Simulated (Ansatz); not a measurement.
Stability checks on a candidate for Zn3SeS2

The cell was found from a structure generator's guess, not taken from experiment.

Level of theory: Ansatz, DFT PBE, scalar-relativistic, plane waves, PAW. The final run on the 12-atom cell used 420 eV, a Γ-centred 12×12×2 mesh, 0.02 eV smearing and no spin polarisation.

```yaml
crystal:
  lattice:
    - [3.91584, 0.00000, 0.00000]
    - [-1.95792, 3.39122, 0.00000]
    - [0.00000, 0.00000, 19.21942]
  atoms:
    - { symbol: Zn, position: [0.00000, 0.00000, 0.00510] }
    - { symbol: Zn, position: [0.00000, 0.00000, 0.50510] }
    - { symbol: Zn, position: [0.33333, 0.66667, 0.16671] }
    - { symbol: Zn, position: [0.66667, 0.33333, 0.66671] }
    - { symbol: Zn, position: [0.66667, 0.33333, 0.32846] }
    - { symbol: Zn, position: [0.33333, 0.66667, 0.82846] }
    - { symbol: Se, position: [0.66667, 0.33333, 0.45742] }
    - { symbol: Se, position: [0.33333, 0.66667, 0.95742] }
    - { symbol: S, position: [0.00000, 0.00000, 0.12771] }
    - { symbol: S, position: [0.00000, 0.00000, 0.62771] }
    - { symbol: S, position: [0.33333, 0.66667, 0.28960] }
    - { symbol: S, position: [0.66667, 0.33333, 0.78960] }
```

The zero of energy is the elements' standard structures at the same level; no fitted shifts are applied.

**Question.** These tests were run: energy against the elements; random kick, then relaxation without symmetry; phonons on a 2×2×1 q mesh; elastic tensor. What do they show?

**Answer.**

```json
{"test": "energy against the elements", "result": "−0.774 eV/atom"}
{"test": "random kick, then relaxation without symmetry", "result": "returns"}
{"test": "phonons on a 2×2×1 q mesh", "result": "no imaginary mode on the mesh"}
{"test": "elastic tensor", "result": "least eigenvalue 26 GPa"}
```

It fails none of these tests. Whether a mixture of other phases lies lower isn't tested here.

The reference forms of S and Se are held partly by dispersion forces, which this level lacks. The kick test ran on a coarse mesh. The run for the phonons used a 12×12×2 k mesh. The run for the elastic tensor used a 12×12×2 k mesh.
